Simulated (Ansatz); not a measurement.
Values for one crystal, relaxed and computed with r²SCAN (plane waves, PAW; program Ansatz); other levels are named.

| Quantity | Value |
|---|---|
| Volume per atom | 20.36 Å³ |
| Electronic character | metallic (no gap) |
| Density of states at the Fermi level | 0.48 states/eV per atom (mean over ±0.08 eV) |
| Formation energy from the elements (no fitted shifts) | -0.79 eV/atom |

Question: Which compound is it?
(A) AlCo2Si2, P-3m1 (Al on 1a, Co on 2d, Si on 2d)
(B) Y2AlSi2, Immm (Y on 4j, Al on 2a, Si on 4h)
(C) La2MgSi2, P4/mbm (La on 4h, Mg on 2a, Si on 4g)
(D) Si2W, MoSi2 or CaC2 type

Answer: B, Y2AlSi2, Immm (Y on 4j, Al on 2a, Si on 4h)

The first step of the workflow began from a Materials Project structure, measured or hypothetical; the Crystallography Open Database files this formula in space group No. 71, but the cells were not matched. Whether it is the stable phase at ambient conditions was not checked. The cell was relaxed with r²SCAN under the symmetry of its start; its stability against distortions is not shown here. No spin polarisation was allowed. The references are the lowest solids computed at this level, not always the standard phases. Scalar-relativistic: spin–orbit coupling is off unless named, which matters more the heavier the elements.

Potentials: the earlier of the program's two PAW sets.
